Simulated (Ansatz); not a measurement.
AlAs:
```
AlAs
1.0
    0.00000     2.86419     2.86419
    2.86419     0.00000     2.86419
    2.86419     2.86419     0.00000
Al As
1 1
Cartesian
  0.00000   0.00000   0.00000
  1.43209   1.43209   1.43209
```

Relaxed with PBE.

Which orbitals make up the states near the band edges in DFT-PBE in the program Ansatz with PAW potentials?

Top 1 eV of the valence band: As 4p 78 %, Al 3p 19 %. Bottom 1 eV of the conduction band: Al 3p 49 %, As 4s 15 %, Al 3s 15 %, As 4p 10 %, outside the projected shells 11 %. Projections are on Löwdin-orthogonalised atomic valence shells; empty p or d shells of many metals are not among them.

Tabulate the density of states.

States/eV per cell of 2 atoms, in 0.25 eV bins, energy from the valence-band maximum.

| E (eV) | total | As 4p | Al 3p | Al 3s |
|---|---|---|---|---|
| -7.85 | 0.00 | 0.00 | 0.00 | 0.00 |
| -7.60 | 0.00 | 0.00 | 0.00 | 0.00 |
| -7.35 | 0.00 | 0.00 | 0.00 | 0.00 |
| -7.10 | 0.00 | 0.00 | 0.00 | 0.00 |
| -6.85 | 0.00 | 0.00 | 0.00 | 0.00 |
| -6.60 | 0.00 | 0.00 | 0.00 | 0.00 |
| -6.35 | 0.00 | 0.00 | 0.00 | 0.00 |
| -6.10 | 0.00 | 0.00 | 0.00 | 0.00 |
| -5.85 | 0.00 | 0.00 | 0.00 | 0.00 |
| -5.60 | 0.00 | 0.00 | 0.00 | 0.00 |
| -5.35 | 0.23 | 0.13 | 0.04 | 0.07 |
| -5.10 | 2.42 | 1.31 | 0.18 | 0.88 |
| -4.85 | 1.89 | 1.01 | 0.15 | 0.65 |
| -4.60 | 0.83 | 0.45 | 0.08 | 0.24 |
| -4.35 | 0.57 | 0.31 | 0.05 | 0.15 |
| -4.10 | 0.43 | 0.23 | 0.04 | 0.11 |
| -3.85 | 0.33 | 0.18 | 0.03 | 0.08 |
| -3.60 | 0.26 | 0.15 | 0.02 | 0.06 |
| -3.35 | 0.35 | 0.21 | 0.07 | 0.05 |
| -3.10 | 1.29 | 0.79 | 0.41 | 0.06 |
| -2.85 | 1.18 | 0.72 | 0.35 | 0.07 |
| -2.60 | 1.14 | 0.70 | 0.33 | 0.07 |
| -2.35 | 1.31 | 0.82 | 0.40 | 0.07 |
| -2.10 | 1.74 | 1.11 | 0.53 | 0.06 |
| -1.85 | 1.81 | 1.20 | 0.53 | 0.05 |
| -1.60 | 1.74 | 1.19 | 0.48 | 0.04 |
| -1.35 | 1.68 | 1.19 | 0.43 | 0.03 |
| -1.10 | 1.66 | 1.22 | 0.39 | 0.02 |
| -0.85 | 1.50 | 1.14 | 0.32 | 0.01 |
| -0.60 | 0.88 | 0.69 | 0.16 | 0.01 |
| -0.35 | 0.55 | 0.46 | 0.08 | 0.00 |
| -0.10 | 0.19 | 0.16 | 0.02 | 0.00 |
| 0.15 | 0.00 | 0.00 | 0.00 | 0.00 |
| 0.40 | 0.00 | 0.00 | 0.00 | 0.00 |
| 0.65 | 0.00 | 0.00 | 0.00 | 0.00 |
| 0.90 | 0.00 | 0.00 | 0.00 | 0.00 |
| 1.15 | 0.00 | 0.00 | 0.00 | 0.00 |
| 1.40 | 0.00 | 0.00 | 0.00 | 0.00 |
| 1.65 | 0.06 | 0.00 | 0.04 | 0.00 |
| 1.90 | 0.20 | 0.01 | 0.12 | 0.01 |
| 2.15 | 0.39 | 0.03 | 0.20 | 0.05 |
| 2.40 | 0.70 | 0.09 | 0.30 | 0.14 |
| 2.65 | 1.15 | 0.18 | 0.43 | 0.26 |
| 2.90 | 1.72 | 0.29 | 0.63 | 0.40 |
| 3.15 | 1.99 | 0.37 | 0.72 | 0.46 |
| 3.40 | 1.46 | 0.32 | 0.48 | 0.33 |
| 3.65 | 1.11 | 0.28 | 0.34 | 0.22 |
| 3.90 | 0.78 | 0.19 | 0.23 | 0.16 |
| 4.15 | 0.84 | 0.17 | 0.32 | 0.16 |
| 4.40 | 1.85 | 0.32 | 0.94 | 0.17 |
| 4.65 | 2.11 | 0.38 | 1.08 | 0.17 |
| 4.90 | 1.44 | 0.27 | 0.73 | 0.11 |
| 5.15 | 1.30 | 0.25 | 0.67 | 0.09 |
| 5.40 | 1.58 | 0.30 | 0.79 | 0.07 |
| 5.65 | 1.64 | 0.31 | 0.70 | 0.10 |
| 5.90 | 1.38 | 0.27 | 0.59 | 0.10 |
| 6.15 | 1.35 | 0.28 | 0.57 | 0.11 |
| 6.40 | 1.21 | 0.25 | 0.49 | 0.10 |

Space group F-43m (zinc blende). Symmetry was held in the PBE relaxation. Spin–orbit coupling is left out wherever it is not named.

Potentials: the later of the program's two PAW sets.
